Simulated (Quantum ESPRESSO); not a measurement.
TlBr is taken in the cubic space group Fm-3m (No. 225), the rock salt structure, Pearson symbol cF8. Conventional cell: a = 6.684 Å, b = 6.684 Å, c = 6.684 Å, α = 90.00°, β = 90.00°, γ = 90.00°. Br on 4b is surrounded by 6 Tl at 3.342 Å (octahedral). Tl on 4a is surrounded by 6 Br at 3.342 Å (octahedral). (Neighbours: up to the widest gap in distance over summed covalent radii, below 1.35, at either atom; cation-cation contacts left out.)
(The calculation used a cell of 2 atoms; values per cell refer to that cell.)

The geometry is that of Materials Project entry mp-568560, symmetrised and not relaxed again.

What does PBEsol (Quantum ESPRESSO, PseudoDojo norm-conserving, 62 Ry, with spin-orbit coupling) give for the electronic structure near the Fermi level?

The PBEsol gap is direct, 1.81 eV at L. 

This is not the ordinary phase of the substance; no match was found in the copy of COD used, and its stability was not checked.
